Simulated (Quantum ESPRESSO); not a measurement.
## Kohn-Sham bands of Mo (bcc (W type))

```yaml
crystal:
  lattice:
    - [-1.58381, 1.58381, 1.58381]
    - [1.58381, -1.58381, 1.58381]
    - [1.58381, 1.58381, -1.58381]
  atoms:
    - { symbol: Mo, position: [0.00000, 0.00000, 0.00000] }
```

Cell from Materials Project (mp-129), symmetrised, no further relaxation. This is the element's usual structure. Level: PBEsol, spinors with spin-orbit coupling; pw.x of Quantum ESPRESSO at 64 Ry with PseudoDojo potentials, 10×10×10 k-points, Wannier90. Density: 18×18×18 mesh, cold smearing 0.01 Ry.

Task: List the Kohn-Sham levels between −8 and 3.0 eV relative to the Fermi level at the high-symmetry points, as a band run of pw.x on that density gives them (levels within 2 meV counted together).

Result: 
| point | k (reciprocal lattice) | levels (eV) |
|---|---|---|
| Γ | 0.000 0.000 0.000 | -7.23 (×2), -1.39 (×4), -1.25 (×2), 1.61 (×4) |
| H | 0.500 -0.500 0.500 | -5.35 (×4) |
| N | 0.000 0.000 0.500 | -5.26 (×2), -3.34 (×2), 1.52 (×2), 1.63 (×2), 2.25 (×2) |
| P | 0.250 0.250 0.250 | -2.70 (×2), -2.56 (×4), 2.37 (×4) |
